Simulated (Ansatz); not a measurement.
BePd:
```cif
data_BePd
_chemical_formula_sum 'Be1 Pd1'
_space_group_name_H-M_alt 'P 1'
_space_group_IT_number 1
_cell_length_a 2.82911
_cell_length_b 2.82911
_cell_length_c 2.82720
_cell_angle_alpha 90.000
_cell_angle_beta 90.000
_cell_angle_gamma 90.000
loop_
_space_group_symop_operation_xyz
  'x, y, z'
loop_
_atom_site_label
_atom_site_type_symbol
_atom_site_fract_x
_atom_site_fract_y
_atom_site_fract_z
_atom_site_occupancy
Be1 Be 0.50000 0.50000 0.50000 1
Pd1 Pd 0.00000 0.00000 0.00000 1
```

This is the PBE-relaxed structure.

Q: All from the program Ansatz at the PBE level (PAW), unless another level is named. Estimate the density of states at the Fermi level.

A: 0.53 states/eV per atom (mean over ±0.08 eV).

Q: Predict the formation energy from the elements (no fitted shifts).

A: -0.58 eV/atom.

Space group Pm-3m (CsCl type). The cell is a constructed one: a structure type filled with these elements; the Crystallography Open Database files this formula in space group No. 221, but the cells were not matched. Its standing as an ambient phase is unchecked. The cell was relaxed with PBE under the symmetry of its start; its stability against distortions is not shown here. The run is not spin-polarised. The references are the lowest solids computed at this level, not always the standard phases. Spin–orbit coupling is left out wherever it is not named.

Potentials: the earlier of the program's two PAW sets.
